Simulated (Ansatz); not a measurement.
# Zn$_{2}$Cd$_{3}$Se$_{5}$: computed properties

These are results of DFT PBE, scalar-relativistic, plane waves, PAW in Ansatz 0.2.0, not measurements.

Settings: cutoff 420 eV, Γ-centred mesh 10×10×10 on the computed 10-atom cell, Gaussian smearing of 0.02 eV; no spin polarisation.

The structure is relaxed at this level of theory with its symmetry kept, and needn't be the ground state of this composition.

```
Zn Cd Se
1.0
    -2.11525    2.11525   15.15741
     2.11525   -2.11525   15.15741
     2.11525    2.11525  -15.15741
Zn Cd Se
2 3 5
Direct
  0.90172 0.90172 0.00000
  0.09828 0.09828 0.00000
  0.50000 0.50000 0.00000
  0.69657 0.69657 0.00000
  0.30343 0.30343 0.00000
  0.55367 0.05367 0.50000
  0.14289 0.64289 0.50000
  0.75000 0.25000 0.50000
  0.35711 0.85711 0.50000
  0.94633 0.44633 0.50000
```

Q: Formation energy from the elements' standard states (uncorrected)?

A: -0.652 eV/atom.

Q: Kohn–Sham band gap?

A: 0.64 eV, direct at Γ.

Q: Orbital (Löwdin) character of the top 1 eV of the valence band?

A: Se 4p 91 %.

Q: Orbital (Löwdin) character of the lowest 1 eV of the conduction band?

A: Cd 5s 33 %, Se 4p 27 %, Zn 4s 20 %, Se 4s 16 %.

Q: Electron masses at the edge by direction of the standard setting (m_e; one valley, along these axes only; no spin-orbit coupling)?

A: x: 0.064; y: 0.064; z: 0.074.

Q: Hole masses at the edge by direction of the standard setting (m_e; one valley, along these axes only; no spin-orbit coupling)?

A: x: 3.4, 0.062; y: 3.4, 0.062; z: 0.71, 0.71.

Q: Bader charge by site (e)?

A: Zn (2 in the cell) 0.75, Cd (1 in the cell) 0.71, Cd (2 in the cell) 0.72, Se (2 in the cell) -0.73, Se (2 in the cell) -0.73, Se (1 in the cell) -0.73.

The cell was found from a structure generator's guess, not taken from experiment. Kohn–Sham gaps at this level usually fall short of measured ones. Löwdin shares on free-atom orbitals overweight diffuse shells in the empty bands.
